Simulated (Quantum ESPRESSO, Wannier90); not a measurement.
PbS (Cmcm): Wannier90 run

```yaml
crystal:
  lattice:
    - [4.15991, 0.00000, 0.00000]
    - [0.00000, 0.00000, -4.27932]
    - [-2.07995, 5.99130, 0.00000]
  atoms:
    - { symbol: Pb, position: [0.13056, 0.25000, 0.26112] }
    - { symbol: Pb, position: [0.86944, 0.75000, 0.73888] }
    - { symbol: S, position: [0.35480, 0.25000, 0.70960] }
    - { symbol: S, position: [0.64520, 0.75000, 0.29040] }
```

Structure: Materials Project mp-1018115, symmetrised, not relaxed again. Not found in the COD (Crystallography Open Database) copy used, which has the formula in other groups; not checked further. Method: PBEsol plane waves in Quantum ESPRESSO 7.5 (PseudoDojo norm-conserving files, 45 Ry, spinors with spin-orbit coupling), Bloch states on a 6×6×6 mesh through Γ, Wannier90 4.0.1. Density: 8×8×8 mesh, Gaussian smearing 0.01 Ry.

Valence charges of the files: Pb 14, S 6. 72 bands were computed.

Isolated groups of bands, relative to the valence-band maximum (bands from 41 on overlap up to the last one computed):

| bands | from (eV) | to (eV) | filling | weight on atomic waves |
|---|---|---|---|---|
| 1–8 | -17.62 | -17.59 | filled | Pb 5d 100 % |
| 9–20 | -15.15 | -14.97 | filled | Pb 5d 99 % |
| 21–24 | -13.04 | -11.22 | filled | S 3s 75 %, Pb 6p 14 %, Pb 6s 7 % |
| 25–28 | -8.37 | -5.61 | filled | Pb 6s 70 %, S 3p 18 %, S 3s 9 % |
| 29–40 | -4.55 | -0.01 | filled | S 3p 70 %, Pb 6p 22 %, Pb 6s 6 % |

Wanted is a model with the orbitals Pb s p, S s p, without the filled groups that are mainly made of other shells (semicore states, and anion s where it isn't named); all higher bands stay in for disentanglement.

Question: Give num_wann, exclude_bands and num_bands, and the number of electrons that the model holds.

Answer: Electrons: 2×14 + 2×6 = 40, which fill 40 bands.
num_wann = 2 × (2×4 + 2×4) = 32.
exclude_bands = 1-20, 20 bands, so num_bands = 72 − 20 = 52.
The model holds 40 − 1×20 = 20 electrons. With the window frozen to 2.23 eV it follows pw.x to 2.6 meV rms (states up to 1.7 eV relative to the valence-band maximum).
